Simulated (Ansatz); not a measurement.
Ag (hcp, Mg type), conventional cell a = b = 2.903 Å, c = 4.750 Å, α = β = 90.00°, γ = 120.00°. The calculation uses the primitive cell of 2 atoms, to which meshes and values per cell refer.

Grid over V/V₀ and (c/a)/(c/a)₀, subscript 0 meaning the relaxed cell; the conventional c axis lies along z; no internal relaxation.

The numbers are results of r2SCAN (plane waves to 500 eV, PAW, scalar-relativistic; Ansatz, a first-principles code), not measurements. k mesh 18×18×10 (Γ-centred), Fermi-Dirac smearing 0.05 eV. Compression counts positive. With partly filled bands, the response to shear is sensitive to the k mesh, so small differences along c/a are uncertain. Ag was relaxed with its symmetry unable to fall. This is one of several known forms of Ag; the measured ambient cells at hand have space group No. 225. The last digit holds for this mesh only.

Changes of σxx (GPa) from the point V/V₀ = 1.000, (c/a)/(c/a)₀ = 1.000 when one coordinate moves alone (two changes are said to add if the coupling is within 5 % of the smaller one, nearly so within 20 %):

```tsv
point	change
V/V₀ = 1.000, (c/a)/(c/a)₀ = 0.960	-1.04
V/V₀ = 1.000, (c/a)/(c/a)₀ = 0.980	-0.52
V/V₀ = 0.960, (c/a)/(c/a)₀ = 1.000	4.70
V/V₀ = 0.980, (c/a)/(c/a)₀ = 1.000	2.19
V/V₀ = 1.020, (c/a)/(c/a)₀ = 1.000	-1.91
V/V₀ = 1.040, (c/a)/(c/a)₀ = 1.000	-3.59
V/V₀ = 1.000, (c/a)/(c/a)₀ = 1.020	0.62
V/V₀ = 1.000, (c/a)/(c/a)₀ = 1.040	1.44
```

Question: Do the two effects add at V/V₀ = 0.980, (c/a)/(c/a)₀ = 1.040? Give the computed change.

Answer: The sum of the single changes is 2.19 + (1.44) = 3.63; the calculation gives 3.80, so the coupling contributes 0.17 (under 20 % of the smaller single change, nearly additive).

Question: Do the two effects add at V/V₀ = 1.040, (c/a)/(c/a)₀ = 0.960? Give the computed change.

Answer: The sum of the single changes is -3.59 + (-1.04) = -4.63; the calculation gives -4.46, so the coupling contributes 0.17 (under 20 % of the smaller single change, nearly additive).

(A scan under strain: stresses follow from slopes of the energy per volume, elastic moduli from its curvatures.)
